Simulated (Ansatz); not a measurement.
CuTiS2:
```xyz
4
Lattice="3.4431 0.0000 0.0000 -1.7215 2.9818 0.0000 0.0000 0.0000 5.8542" Properties=species:S:1:pos:R:3 pbc="T T T"
S      1.7215     0.9939     4.3904
Ti     0.0000     0.0000     0.0000
S      0.0000     1.9879     1.4638
Cu     0.0000     0.0000     2.9271
```

Relaxed with r²SCAN+D4. Special points in fractions of this cell's reciprocal vectors: Γ (0.000, 0.000, 0.000); M (0.500, 0.000, 0.000); K (0.333, 0.333, 0.000); A (0.000, 0.000, 0.500); L (0.500, 0.000, 0.500); H (0.333, 0.333, 0.500).

**Question.** List the band energies nearest the Fermi level at these points for r²SCAN+D4 in the plane-wave PAW code Ansatz.

**Answer.** In eV from the Fermi level; about four levels below and three above (degenerate sets whole), none deeper than 8.9 eV; points with the same levels are listed once.

```json
[
 {"k": "Γ", "below": "-2.37 -2.37 -2.04 -2.04", "above": "0.13 0.13 0.57"},
 {"k": "M", "below": "-2.57 -2.12 -1.98 -0.23", "above": "1.20 1.57 2.48"},
 {"k": "K", "below": "-2.59 -2.59 -2.07 -2.07", "above": "0.68 1.25 1.25"},
 {"k": "A", "below": "-0.62 -0.62 -0.09 -0.09", "above": "0.37 2.42 2.42"},
 {"k": "L", "below": "-2.54 -1.30 -1.19 -0.90", "above": "1.18 1.49 1.93"},
 {"k": "H", "below": "-2.71 -2.71 -1.74 -1.74", "above": "0.70 0.74 0.74"}
]
```

Space group P-3m1. A made-up cell: these elements were put on the sites of a structure type; neither database checked (COD, Materials Project) lists it. Its standing as an ambient phase is unchecked. Symmetry was held in the r²SCAN+D4 relaxation; whether a distortion lowers the energy is not shown. The run is not spin-polarised. With an odd number of electrons in the cell and no spin polarisation, the count alone makes it a metal.

Potentials: the later of the program's two PAW sets.
